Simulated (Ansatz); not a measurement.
Relaxed-ion elastic tensor of CdS in space group P6_3mc (No. 186; Cd on 2a, Cd on 2b, S on 2a, S on 2b) in GPa (Voigt order), the program Ansatz at the r²SCAN level (PAW); density 4.72 g/cm³, 25.39 Å³ per atom.

```
84.8  52.4  43.9   0.0   0.0   0.0
52.4  84.8  43.9   0.0   0.0   0.0
43.9  43.9  93.8   0.0   0.0   0.0
 0.0   0.0   0.0  14.7   0.0   0.0
 0.0   0.0   0.0   0.0  14.7   0.0
 0.0   0.0   0.0   0.0   0.0  16.2
```

**Question.** Is the crystal mechanically stable?

**Answer.** Yes: the smallest eigenvalue of C is 14.7 GPa.

**Question.** Work out the Voigt, Reuss and Hill averages.

**Answer.** K_V = 60.4, K_R = 60.4, K_H = 60.4; G_V = 17.3, G_R = 16.7, G_H = 17.0 GPa.

**Question.** Give Young's modulus, Poisson's ratio, Pugh's ratio and the universal anisotropy index.

**Answer.** E = 9KG/(3K + G) = 46.7 GPa; ν = 0.37; K/G = 3.55 (ductile by the Pugh limit of 1.75); A_U = 5G_V/G_R + K_V/K_R − 6 = 0.19.

**Question.** Estimate the sound speeds and the Debye temperature.

**Answer.** v_l = √((K + 4G/3)/ρ) = 4190 m/s, v_t = √(G/ρ) = 1900 m/s, mean 2140 m/s; Θ = (h/k)(3n/4πV)^(1/3) v_m = 217 K.

**Question.** Solve the Christoffel equation for the three sound speeds along x, y, z.

**Answer.** Eigenvalues of C_ijkl n_j n_l equal ρv² (piezoelectric stiffening left out). In km/s, slowest first: x 1.77, 1.85, 4.24; y 1.77, 1.85, 4.24; z 1.77, 1.77, 4.46.

**Question.** How much does each axis shrink under pressure?

**Answer.** Linear compressibilities β_i = Σ_j S_ij (j = 1 to 3): x 5.5, y 5.5, z 5.5 per TPa.

The cell is a constructed one: a structure type filled with these elements. Its sites differ from those of the usual phase in this space group: another stacking or structure type. The cell was relaxed with r²SCAN under the symmetry of its start; its stability against distortions is not shown here.

Potentials: the later of the program's two PAW sets.
